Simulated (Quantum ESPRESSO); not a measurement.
# Strain and stress in Ge3NAlSi3

The results below are calculated, not measured. They come from pw.x of Quantum ESPRESSO 7.5, a plane-wave density functional program, with PseudoDojo standard norm-conserving files (v0.5 for PBE, v0.4.1 for LDA and PBEsol). The cells are made up: elements, strain and atom displacements were drawn at random, and nothing was relaxed. There is no spin polarisation, spin-orbit coupling or dispersion term.

The cell has 8 sites of a zincblende or diamond lattice. Sites 1 to 4 hold Ge N Al Si; sites 5 to 8 hold Si Ge Si Ge. Cell vectors in Å: (5.547, 0.000, 0.000); (0.000, 5.547, 0.000); (0.000, 0.000, 5.570). Settings: PBE, cutoff 1143 eV, 6 x 6 x 6 k mesh shifted by half a step, Fermi-Dirac smearing of 0.1 eV.

Each run adds the same strain along x and y to one cell, with the atoms carried along; the vectors above are those of run 4. Stress is positive in tension and P is minus a third of its trace. E is the free energy for each atom above the lowest run shown.

| run | strain (%) | s_xx (GPa) | s_yy (GPa) | s_zz (GPa) | s_xy (GPa) | P (GPa) | E (meV/atom) |
| --- | --- | --- | --- | --- | --- | --- | --- |
| 1 | -2.47 | -0.11 | -0.16 | 0.80 | -0.59 | -0.18 | 0.00 |
| 2 | -2.20 | 0.35 | 0.29 | 1.08 | -0.58 | -0.57 | 0.05 |
| 4 | -0.41 | 3.08 | 3.02 | 2.69 | -0.49 | -2.93 | 8.21 |
| 5 | 0.86 | 4.75 | 4.69 | 3.61 | -0.44 | -4.35 | 21.62 |
| 6 | 1.52 | 5.54 | 5.47 | 4.03 | -0.42 | -5.01 | 30.81 |
| 7 | 2.00 | 6.08 | 6.01 | 4.31 | -0.40 | -5.47 | 38.41 |
| 3 | -0.73 | ? | ? | ? | ? | ? | ? |

A rerun of one of these cells at 1437 eV and k mesh 8 x 8 x 8 moved values by no more than 0.003 eV in the cell's energy, 0.03 GPa in stress and 0.009 eV/Å in force.

## Worked fit

A parabola through the six runs shown gives s_xx = 3.64 + 1.35 e - 0.067 e² GPa, with e in per cent and a scatter of 0.01 GPa. The slope is a stiffness of 135 ± 1 GPa for each unit of this strain at e = 0, the sum of the responses of s_xx to strain along x and along y. The atoms are clamped, and relaxing them would in general lower it. The error is the larger of the fit's own and the change that a cubic makes, rounded up.

## Withheld run

Question: what s_xx should run 3 give?

The fit gives 2.62 GPa. The calculation gave 2.62 GPa.

```
run,strain (%),s_xx (GPa),s_yy (GPa),s_zz (GPa),s_xy (GPa),P (GPa),E (meV/atom)
3,-0.73,2.62,2.56,2.42,-0.51,-2.53,5.81
```